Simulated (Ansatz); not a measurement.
Cu Kα1 powder pattern (kinematic, no thermal factors).
| 2θ (°) | relative intensity |
| --- | --- |
| 20.55 | 3 |
| 23.21 | 100 |
| 26.73 | 1 |
| 27.39 | 1 |
| 38.33 | 27 |
| 38.36 | 54 |
| 45.28 | 34 |
| 45.34 | 17 |
| 55.32 | 9 |
| 55.42 | 5 |
| 60.79 | 7 |
| 60.83 | 14 |
| 69.32 | 19 |
| 69.39 | 9 |
| 74.18 | 8 |
| 74.22 | 4 |
| 74.31 | 4 |
| 82.07 | 3 |
| 82.15 | 6 |
| 86.73 | 5 |
| 86.77 | 5 |
| 86.85 | 5 |

The pattern is computed from a structure relaxed with DFT PBE, scalar-relativistic, plane waves, PAW (Ansatz). No spin polarisation. Its elements are Cd, Hg, Te.

Q: Give the structure.

A: Cd₃Hg₂Te₅.
Space group I-4m2 (No. 119). a = 4.693 Å, b = 4.693 Å, c = 33.133 Å, α = 90.00°, β = 90.00°, γ = 90.00°
```tsv
atom	site	symmetry	x	y	z
Cd	4e	2mm.	0.5000	0.5000	0.0996
Cd	2a	-4m2	0.0000	0.0000	0.0000
Hg	4e	2mm.	0.0000	0.0000	0.1998
Te	4f	2mm.	0.5000	0.0000	0.1493
Te	2c	-4m2	0.0000	0.5000	0.2500
Te	4f	2mm.	0.0000	0.5000	0.4502
```

A pattern alone doesn't exclude other cells with like lines; this is the one computed.

The structure comes from a generated guess; another structure or a mixture of phases may lie lower.
